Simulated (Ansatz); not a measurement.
## Frozen-phonon scan for Ga2Cu (space group P4/mmm)

Starting cell, Ga$_{2}$Cu (space group P4/mmm):

```
CELL_PARAMETERS angstrom
      5.54212     0.00000     0.00000
      2.77106     2.77106     0.00000
      0.00000     0.00000     5.66530
ATOMIC_POSITIONS crystal
  Ga 0.00000 0.50000 0.28331
  Ga 0.50000 0.50000 0.28331
  Ga 0.00000 0.50000 0.71669
  Ga 0.50000 0.50000 0.71669
  Cu 0.00000 0.00000 0.00000
  Cu 0.50000 0.00000 0.00000
```

A phonon eigenvector at M = (0.5, 0.5, 0.0) is frozen into this cell: atom i moves by Q times the vector below, so Q is the largest atomic displacement, in Å. The cell is held. (q is in reciprocal vectors of the primitive cell; the cell shown is doubled to hold the pattern.)

| atom | x | y | z |
|---|---|---|---|
| Ga1 | 0.000 | 0.000 | -1.000 |
| Ga2 | 0.000 | 0.000 | 1.000 |
| Ga3 | 0.000 | 0.000 | 1.000 |
| Ga4 | 0.000 | 0.000 | -1.000 |

Atoms not listed stay in place.

These are LDA (plane waves to 420 eV, PAW, scalar-relativistic; Ansatz, a first-principles code) values and carry that method's errors. k mesh 17×17×8 (Γ-centred), Fermi-Dirac smearing 0.05 eV. The energy includes the smearing's −TS. Stress and pressure are positive under compression. With partly filled bands, energies and forces of such displacements shift with the k mesh and the smearing. Ga2Cu is run without spin polarisation. Ga2Cu was relaxed with its symmetry unable to fall. ΔE is measured from the undisplaced structure.

```csv
Q (Å),ΔE (meV/cell),−dE/dQ from forces (eV/Å),P (GPa)
-0.100,262,5.500,1.4
-0.083,179,4.449,1.0
-0.067,113,3.469,0.6
-0.050,63,2.549,0.4
-0.033,28,1.675,0.2
-0.017,7,0.831,0.1
0.000,0,0.000,0.0
0.017,7,-0.831,0.1
0.033,28,-1.675,0.2
0.050,63,-2.549,0.4
0.067,113,-3.469,0.6
0.083,179,-4.449,1.0
0.100,262,-5.500,1.4
```

Summary:

- Energy at Q = 0.100 Å = 262 meV/cell
- Space group of the distorted cell = P4/mmm (No. 123), the same type in a doubled cell
- Symmetry of the curve = even: the same for both signs
- Shape of the curve = a single well with its minimum at or next to zero displacement
- Harmonic wavenumber from the curvature (finite differences) = 220 cm⁻¹
- Wavenumber by perturbation theory (DFPT, on another k mesh) = 222 cm⁻¹

(A displaced cell: forces are minus the slopes of the energy, force constants its curvatures, and phonons follow from these.)
